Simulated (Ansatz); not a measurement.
**Pm (hcp)**

Level of theory: DFT, r²SCAN, scalar-relativistic, collinear spin; plane waves to 600 eV with PAW datasets (Ansatz 0.2.0), Γ-centred 12×12×8 mesh, 0.05 eV Gaussian smearing. The datasets are Ansatz's generated set soft_2.

```cif
data_structure
_symmetry_space_group_name_H-M 'P 1'
_symmetry_Int_Tables_number 1
_cell_length_a 3.7846
_cell_length_b 3.7846
_cell_length_c 6.1401
_cell_angle_alpha 90.000
_cell_angle_beta 90.000
_cell_angle_gamma 120.000
_cell_volume 76.16
loop_
_atom_site_label
_atom_site_type_symbol
_atom_site_fract_x
_atom_site_fract_y
_atom_site_fract_z
_atom_site_occupancy
Pm1 Pm 0.33333 0.66667 0.75000 1
Pm2 Pm 0.66667 0.33333 0.25000 1
```

At room temperature and ambient pressure Pm is dhcp.

Magnetic state: ferromagnetic, site spin moments Pm 4.82 μB.

Cell and atoms are those of this level's equilibrium.

Path: Γ–M–K–Γ–A–L–H–A | L–M | H–K, with Γ = (0.000, 0.000, 0.000), M = (0.500, 0.000, 0.000), K = (0.333, 0.333, 0.000), A = (0.000, 0.000, 0.500), L = (0.500, 0.000, 0.500), H = (0.333, 0.333, 0.500) in reciprocal vectors of the calculation's cell.

Task: Is it a metal or an insulator, and if it has a gap, where are the band edges on this path?

Result: A metal: bands cross the Fermi level.

Bands as a text map, energy in eV from the Fermi level (dashes), each leg drawn with the same width, + spin up, o spin down, # both:
```
  5.57 |    ##++++   ++o o         ooooo  ++          oooo+++++++++     o++
  5.14 | +++  +  +++++++#+#++   +oo      ++ +++++  +++       o  +      o  +
  4.71 |+  oo+    ++ ++ +#o  ++#o+++   +++       ++  +++    o  +   ++##++++
  4.29 |oooo +      +  + +ooooo    +++++oooooooo     o#+++oo  +     o  +   
  3.86 |oooo#oooooooo  o#o#ooooooo#ooooo oooooo ooooo  oooooo#ooooooo +    
  3.43 |ooo##ooooooooooooooooooo##oooooooooooooooooooooooooo#oooooooo#ooooo
  3.00 |##oooooooooooo+oo###o###ooo   ooo++#+++++###oooo  ##ooooooo###  +++
  2.57 |o###oooooo####o#oo###ooooooooooo#ooooooooooo###oooo##ooooooooo##ooo
  2.14 |###+ o####oooooo#o#######ooooo#+ oo#oooooooooo #oo####o####oooooooo
  1.71 |+#####oooooo    o##+#+########ooo++ ++ o     oo ## +++++ oo        
  1.29 |++#oo++++++ ooo### #+++ +++   +##ooooo#o    o###  oooooo#++     ooo
  0.86 | ++#++++++++#++#### +  ++++++          +#ooo+    +  o o +++ooooo+++
  0.43 |++++#+++++##++++++#+++++++++++++++++++++++++ ++++++++++##++++++++++
  0.00 |+++#+#####++######+#+++++++++++++++++++++###+++++++++++++##########
 -0.43 | oo + ooooooooooo+  o           +++++++oo ++#++   ++++++ooo++++##oo
 -0.86 |o    +###+++++++++   ooooo      ooooooo ++ + oo   ooooo####  ++++++
 -1.29 |    +#++++++++ + o+       o    o      ++    +  o     ++++++        
 -1.71 |++++#++++++++++++++++++++++####+++++++++++++++++##+++++++++++++++++
 -2.14 |+++#++++++++++++++#++++++++#+++++++++++++++++++++++++++++++++++++++
 -2.57 |+++++++++++++++++++#+++++##++++++++++++++++++++++++++++++++++++++++
 -3.00 | oo +               o  oo  +++                  ++                 
 -3.43 |o  +              +  oo    +                                       
 -3.86 |  +                +     ++                                        
 -4.29 |++                  +++++                                          
 -4.71 |                                                                   
 -5.14 |                                                                   
 -5.57 |                                                                   
 -6.00 |                                                                   
        Γ      M      K      Γ      A      L      H      AL       MH      K
```

Without a U the open 4f shell is pinned at the Fermi level, an artefact: in the real crystal it splits into occupied and empty levels away from it, and its large orbital moment is missing here. No spin–orbit coupling, a notable omission for heavy elements. The run wasn't fully tested for a lower electronic state. Site moments are of spin, integrated over atomic spheres. Only parallel moments were tried, so the real magnetic order may be another.

The open shells may stand above their lowest state, and forces and pressures are less sure for it.
